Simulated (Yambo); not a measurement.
SrCl2 (fluorite, space group Fm-3m, No. 225), G0W0@PBEsol in Yambo (4×4×4 mesh, plasmon pole; 8 Ry block, no terminator). The number N of bands in W and G is varied.

```json
[
 {"N": "54", "x = 1/N": "0.01852", "gap X → Γ (eV)": "7.544", "shift of the valence edge (eV)": "-1.299"},
 {"N": "82", "x = 1/N": "0.01220", "gap X → Γ (eV)": "7.578", "shift of the valence edge (eV)": "-1.491"},
 {"N": "115", "x = 1/N": "0.00870", "gap X → Γ (eV)": "7.626", "shift of the valence edge (eV)": "-1.619"},
 {"N": "152", "x = 1/N": "0.00658", "gap X → Γ (eV)": "?", "shift of the valence edge (eV)": "?"}
]
```

Q: Basis-set arguments suggest E = E∞ + A x. Fix A and E∞ from the two rows above the withheld one, predict the row at 152 bands, and test the form.

A: Gap: A = (7.626 − (7.578))/(0.00870 − 0.01220) = -13.7, E∞ = 7.745 eV, so 7.655 eV is predicted; the run gave 7.664 eV (miss 9 meV). The first two rows have slope -5.38, so the form doesn't hold yet over the whole range. Shift: A = (-1.619 − (-1.491))/(0.00870 − 0.01220) = 36.6, E∞ = -1.937 eV, so -1.697 eV is predicted; the run gave -1.708 eV (miss 11 meV). The first two rows have slope 30.4, so the form doesn't hold yet over the whole range. The other settings are held fixed.

Geometry relaxed with PBEsol; primitive cell a = b = c = 4.8833 Å, α = β = γ = 60.00°.

A shift is the quasiparticle energy of the state minus its PBEsol energy.
